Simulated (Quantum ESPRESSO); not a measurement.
pw.x input (Quantum ESPRESSO 7.5; PBEsol, PseudoDojo standard norm-conserving files, scalar-relativistic):

```
&CONTROL
  calculation = 'scf'
  pseudo_dir = './pseudo'
  outdir = './out'
  tprnfor = .true.
  tstress = .true.
/
&SYSTEM
  ibrav = 0
  nat = 2
  ntyp = 2
  ecutwfc = 88.0
  ecutrho = 352.0
  occupations = 'smearing'
  smearing = 'fd'
  degauss = 0.002
  nbnd = 12
/
&ELECTRONS
  conv_thr = 2e-10
/
ATOMIC_SPECIES
F 18.9984 F.upf
Na 22.9898 Na.upf
CELL_PARAMETERS angstrom
  0.000000000000   2.313665003000   2.313665003000
  2.313665003000   0.000000000000   2.313665003000
  2.313665003000   2.313665003000   0.000000000000
ATOMIC_POSITIONS crystal
F   0.500000000000   0.500000000000   0.500000000000
Na   0.000000000000   0.000000000000   0.000000000000
K_POINTS automatic
10 10 10 0 0 0
```

End of the output:

```
     total energy              =    -140.60914497 Ry
     estimated scf accuracy    <       0.00000052 Ry
     total energy              =    -140.60914502 Ry
     estimated scf accuracy    <       0.00000002 Ry
     total energy              =    -140.60914502 Ry
     estimated scf accuracy    <          2.0E-09 Ry
[...]
     the Fermi energy is     5.0971 ev
!    total energy              =    -140.60914502 Ry
     estimated scf accuracy    <          3.5E-11 Ry
     smearing contrib. (-TS)   =       0.00000000 Ry
     internal energy E=F+TS    =    -140.60914502 Ry
     The total energy is F=E-TS. E is the sum of the following terms:
     one-electron contribution =     -77.41766704 Ry
     hartree contribution      =      45.16238992 Ry
     xc contribution           =     -24.48996029 Ry
     ewald contribution        =     -83.86390761 Ry
     convergence has been achieved in   9 iterations
     Forces acting on atoms (cartesian axes, Ry/au):
     atom    1 type  1   force =     0.00000000   -0.00000000   -0.00000000
     atom    2 type  2   force =    -0.00000000    0.00000000    0.00000000
     Total force =     0.000000     Total SCF correction =     0.000000
     Computing stress (Cartesian axis) and pressure
          total   stress  (Ry/bohr**3)                   (kbar)     P=        0.03
   0.00000022   0.00000000  -0.00000000            0.03        0.00       -0.00
   0.00000000   0.00000022  -0.00000000            0.00        0.03       -0.00
  -0.00000000  -0.00000000   0.00000022           -0.00       -0.00        0.03
```
In a gapped system the printed Fermi energy is only some level inside the gap.

Geometry relaxed with PBEsol.
